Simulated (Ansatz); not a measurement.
Nd2HgS4:
```
CELL_PARAMETERS angstrom
      0.00000     5.77103     5.77103
      5.77103     0.00000     5.77103
      5.77103     5.77103     0.00000
ATOMIC_POSITIONS crystal
  Nd 0.62500 0.12500 0.62500
  Nd 0.62500 0.62500 0.62500
  Nd 0.12500 0.62500 0.62500
  Nd 0.62500 0.62500 0.12500
  Hg 0.25000 0.25000 0.25000
  Hg 0.00000 0.00000 0.00000
  S  0.86918 0.86918 0.86918
  S  0.85753 0.38082 0.38082
  S  0.86918 0.86918 0.39247
  S  0.38082 0.85753 0.38082
  S  0.39247 0.86918 0.86918
  S  0.38082 0.38082 0.38082
  S  0.86918 0.39247 0.86918
  S  0.38082 0.38082 0.85753
```
The run is spin-polarised; directions of the spins, atom by atom: ↑ ↑ ↑ ↑ 0 0 0 0 0 0 0 0 0 0.

Relaxed with r²SCAN.

**Question.** Give the Bader charges and basin volumes of the independent atoms, the program Ansatz at the r²SCAN level (PAW).

**Answer.** 

```tsv
atom	Bader charge (e)	Bader volume (Å³)
Nd1	+1.86	19.0
Hg5	+0.69	27.0
S7	-1.10	31.8
```

Space group Fd-3m (spinel). The start of the workflow was typed in or built on a structure type; neither database checked (COD, Materials Project) lists it. Its standing as an ambient phase is unchecked. The cell was relaxed with r²SCAN under the symmetry of its start; whether a distortion lowers the energy is not shown. The final state is ferromagnetic, chosen from 2 collinear starts compared on coarse meshes (ties went to the first, and starts can fall back to one state), not a proven ground state. The 4f shell is in the valence, and the state reached may lie above the lowest one. Other orbital occupations within this spin state were not tried. No Hubbard U is applied. Scalar-relativistic: spin–orbit coupling is off unless named, which matters more the heavier the elements.

Potentials: the later of the program's two PAW sets.
